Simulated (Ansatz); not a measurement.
**Bands of SnSe2**

```xyz
3
Lattice="3.8110 0.0000 0.0000 -1.9055 3.3004 0.0000 0.0000 0.0000 6.1370" Properties=species:S:1:pos:R:3 pbc="T T T"
Sn    0.0000    0.0000    0.0000
Se    0.0000    2.2003    1.5342
Se    1.9055    1.1001    4.6027
```

Atom numbers follow the list: Sn1, Se2, Se3.

The geometry is COD entry 1548805, unchecked; take it as a test cell. Its inner coordinates are ideal values, not refined ones.

Spin–orbit coupling is left out, though it moves levels of the heavy atoms by tenths of an eV or more.

Level of theory: DFT, PBE, all-electron LAPW, scalar-relativistic in Ansatz 0.2.0.

Sampling and basis: a Γ-centred 7×7×4 k mesh, Fermi–Dirac smearing of 0.03 eV, basis error target 1 meV/atom, no spin polarisation.

Points in fractions of the reciprocal vectors of this cell: Γ (0, 0, 0), M (0.5, 0, 0), K (0.333, 0.333, 0), A (0, 0, 0.5), L (0.5, 0, 0.5), H (0.333, 0.333, 0.5). The path joins them by straight lines in the order Γ–M–K–Γ–A–L–H–A–L; legs that retrace an earlier one aren't tabulated. Energies are in eV from the top of the valence band.

Metal or insulator at this level of theory?

An insulator or semiconductor: gap 0.76 eV.

Tabulate bands 33 to 38, counted from the lowest band of the run, along the path.


```json
{"k (1/Å)": "0.00", "point": "Γ", "band 33": "-0.42", "band 34": "-0.42", "band 35": "-0.05", "band 36": "1.06", "band 37": "2.94", "band 38": "4.62"}
{"k (1/Å)": "0.24", "point": "", "band 33": "-1.16", "band 34": "-0.17", "band 35": "-0.04", "band 36": "2.08", "band 37": "3.62", "band 38": "4.42"}
{"k (1/Å)": "0.48", "point": "", "band 33": "-2.00", "band 34": "-0.26", "band 35": "-0.16", "band 36": "1.97", "band 37": "3.92", "band 38": "5.37"}
{"k (1/Å)": "0.71", "point": "", "band 33": "-2.51", "band 34": "-0.82", "band 35": "-0.28", "band 36": "1.32", "band 37": "3.89", "band 38": "5.46"}
{"k (1/Å)": "0.95", "point": "M", "band 33": "-2.69", "band 34": "-1.25", "band 35": "-0.34", "band 36": "1.13", "band 37": "3.76", "band 38": "5.40"}
{"k (1/Å)": "1.09", "point": "", "band 33": "-2.91", "band 34": "-1.25", "band 35": "-0.67", "band 36": "1.31", "band 37": "4.22", "band 38": "5.07"}
{"k (1/Å)": "1.23", "point": "", "band 33": "-2.91", "band 34": "-1.31", "band 35": "-1.27", "band 36": "1.50", "band 37": "5.25", "band 38": "5.30"}
{"k (1/Å)": "1.36", "point": "", "band 33": "-3.08", "band 34": "-1.68", "band 35": "-1.37", "band 36": "1.43", "band 37": "6.12", "band 38": "6.29"}
{"k (1/Å)": "1.50", "point": "K", "band 33": "-3.37", "band 34": "-1.58", "band 35": "-1.58", "band 36": "1.36", "band 37": "6.59", "band 38": "6.59"}
{"k (1/Å)": "1.78", "point": "", "band 33": "-2.51", "band 34": "-1.91", "band 35": "-0.85", "band 36": "1.66", "band 37": "5.82", "band 38": "6.22"}
{"k (1/Å)": "2.05", "point": "", "band 33": "-1.45", "band 34": "-1.29", "band 35": "-0.19", "band 36": "2.17", "band 37": "4.95", "band 38": "5.12"}
{"k (1/Å)": "2.33", "point": "", "band 33": "-0.69", "band 34": "-0.55", "band 35": "0.00", "band 36": "2.23", "band 37": "3.95", "band 38": "4.19"}
{"k (1/Å)": "2.60", "point": "Γ", "band 33": "-0.42", "band 34": "-0.42", "band 35": "-0.05", "band 36": "1.06", "band 37": "2.94", "band 38": "4.62"}
{"k (1/Å)": "2.73", "point": "", "band 33": "-0.49", "band 34": "-0.39", "band 35": "-0.39", "band 36": "1.41", "band 37": "2.94", "band 38": "4.57"}
{"k (1/Å)": "2.86", "point": "", "band 33": "-0.77", "band 34": "-0.33", "band 35": "-0.33", "band 36": "1.92", "band 37": "2.94", "band 38": "4.47"}
{"k (1/Å)": "2.98", "point": "", "band 33": "-0.80", "band 34": "-0.28", "band 35": "-0.28", "band 36": "2.29", "band 37": "2.92", "band 38": "4.38"}
{"k (1/Å)": "3.11", "point": "A", "band 33": "-0.81", "band 34": "-0.26", "band 35": "-0.26", "band 36": "2.43", "band 37": "2.90", "band 38": "4.34"}
{"k (1/Å)": "3.35", "point": "", "band 33": "-1.20", "band 34": "-0.96", "band 35": "-0.27", "band 36": "2.37", "band 37": "3.76", "band 38": "4.79"}
{"k (1/Å)": "3.59", "point": "", "band 33": "-1.79", "band 34": "-1.46", "band 35": "-0.45", "band 36": "1.67", "band 37": "4.48", "band 38": "5.66"}
{"k (1/Å)": "3.83", "point": "", "band 33": "-2.02", "band 34": "-1.07", "band 35": "-0.65", "band 36": "1.04", "band 37": "4.33", "band 38": "5.20"}
{"k (1/Å)": "4.06", "point": "L", "band 33": "-2.03", "band 34": "-0.88", "band 35": "-0.73", "band 36": "0.82", "band 37": "4.22", "band 38": "4.79"}
{"k (1/Å)": "4.20", "point": "", "band 33": "-2.25", "band 34": "-0.72", "band 35": "-0.67", "band 36": "1.09", "band 37": "4.40", "band 38": "4.98"}
{"k (1/Å)": "4.34", "point": "", "band 33": "-2.79", "band 34": "-0.65", "band 35": "-0.46", "band 36": "1.73", "band 37": "4.63", "band 38": "5.27"}
{"k (1/Å)": "4.48", "point": "", "band 33": "-3.40", "band 34": "-0.52", "band 35": "-0.38", "band 36": "2.30", "band 37": "4.74", "band 38": "4.77"}
{"k (1/Å)": "4.61", "point": "H", "band 33": "-3.75", "band 34": "-0.41", "band 35": "-0.41", "band 36": "2.49", "band 37": "4.68", "band 38": "4.68"}
{"k (1/Å)": "4.89", "point": "", "band 33": "-2.94", "band 34": "-0.73", "band 35": "-0.49", "band 36": "2.29", "band 37": "4.51", "band 38": "5.38"}
{"k (1/Å)": "5.16", "point": "", "band 33": "-1.93", "band 34": "-0.96", "band 35": "-0.85", "band 36": "2.20", "band 37": "4.53", "band 38": "5.81"}
{"k (1/Å)": "5.44", "point": "", "band 33": "-1.58", "band 34": "-0.80", "band 35": "-0.42", "band 36": "2.40", "band 37": "3.84", "band 38": "5.02"}
{"k (1/Å)": "5.71", "point": "A", "band 33": "-0.81", "band 34": "-0.26", "band 35": "-0.26", "band 36": "2.43", "band 37": "2.90", "band 38": "4.34"}
```
